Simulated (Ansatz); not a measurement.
Ga$_{2}$PN:
```
Ga2PN
1.0
    3.51446     0.00000     0.00000
   -1.75723     3.04361     0.00000
    0.00000     0.00000     5.83350
Ga P N
2 1 1
Cartesian
  0.00000   0.00000   2.72850
  1.75723   1.01454   0.22116
  0.00000   0.00000   5.08050
  1.75723   1.01454   2.17847
```

Relaxed with r²SCAN. Special points in fractions of this cell's reciprocal vectors: Γ (0.000, 0.000, 0.000); M (0.500, 0.000, 0.000); K (0.333, 0.333, 0.000); A (0.000, 0.000, 0.500); L (0.500, 0.000, 0.500); H (0.333, 0.333, 0.500).

Q: List the band energies nearest the Fermi level at these points for plane-wave PAW r²SCAN (Ansatz code).

A: In eV from the Fermi level; about four levels below and three above (degenerate sets whole), none deeper than 8.9 eV; points with the same levels are listed once.

```
k                    below           above
-  -----------------------  --------------
Γ  -2.91 -2.91 -1.58 -0.90  0.10 0.10 4.40
M  -5.42 -4.14 -3.55 -1.58  1.72 3.13 3.54
K  -6.13 -4.39 -4.09 -3.81  2.33 3.98 4.94
A  -2.84 -2.84 -0.05 -0.05  1.04 3.65 5.28
L  -3.94 -3.65 -2.86 -1.99  1.28 2.67 3.48
H  -5.60 -4.72 -3.29 -2.29  2.69 3.48 3.77
```

Space group P3m1. The start of the workflow was typed in or built on a structure type; neither database checked (COD, Materials Project) lists it. Whether it is the stable phase at ambient conditions was not checked. The r²SCAN relaxation kept the symmetry of its start; its stability against distortions is not shown here. Spin–orbit coupling is left out wherever it is not named.

Potentials: the later of the program's two PAW sets.
